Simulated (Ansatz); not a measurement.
## Computed properties of AlGaAs₂

AlGaAs₂:
```
CELL_PARAMETERS angstrom
      4.01422     0.00000     0.00000
      0.00000     4.01422     0.00000
      0.00000     0.00000     5.66620
ATOMIC_POSITIONS crystal
  Ga 0.00000 0.00000 0.00000
  As 0.50000 0.00000 0.25065
  Al 0.50000 0.50000 0.50000
  As 0.00000 0.50000 0.74935
```

Space group P-4m2 (No. 115); conventional cell a = b = 4.0142 Å, c = 5.6662 Å, α = β = γ = 90.00°.

Method: DFT-r²SCAN in the program Ansatz with PAW potentials. The cell and atoms are relaxed at this level. Other levels are named where they apply.

### Cell and energy

```yaml
volume_per_atom: 22.83 Å³
density: 4.48 g/cm³
```

### Electronic structure

```yaml
band_gap: 1.47 eV (indirect)
valence_band_maximum: at Γ
conduction_band_minimum: at R (2 equivalent valleys)
smallest_direct_gap_on_the_standard_path: 1.55 eV
electron_effective_mass: 0.11, 0.15, 0.31 mₑ (principal values)
Hole effective mass, band 1 of 2 at the edge: 3.1 along x, 0.41 along z (mₑ)
Hole effective mass, band 2 of 2 at the edge: 0.077 along x, 0.41 along z (mₑ)
Hole effective mass with spin–orbit coupling: 0.15, 0.17, 0.40 mₑ (principal values)
HSE06 gap on the r²SCAN cell: 1.85 eV
Gap with spin–orbit coupling: 1.37 eV
```

### Mechanics

```yaml
Bulk modulus (Birch–Murnaghan fit): 74.0 GPa
Pressure derivative B′: 4.4
Elastic constants (relaxed ions, GPa): C11 = 144, C12 = 25.6, C13 = 52.8, C33 = 117, C44 = 58.8, C66 = 32.0
mechanical_stability: stable (all eigenvalues of C positive)
hill_bulk_and_shear_moduli: 74.2 and 46.2 GPa
Young's modulus: 115 GPa
Poisson's ratio: 0.24
debye_temperature_from_the_elastic_constants: 374 K
Piezoelectric stress constants (proper, relaxed ions, C/m²): e15 = -0.16, e24 = 0.16, e31 = -0.14, e32 = 0.14
```

### Charges

```yaml
bader_charges: Ga +0.78, As -1.43, Al +2.08 e
```

The start of the workflow was typed in or built on a structure type; neither database checked (COD, Materials Project) lists it. Its standing as an ambient phase is unchecked. The cell was relaxed with r²SCAN under the symmetry of its start; its stability against distortions is not shown here. Signs of piezoelectric constants follow the polarity of the cell as given. Spin–orbit coupling is left out wherever it is not named.

Potentials: the later of the program's two PAW sets.
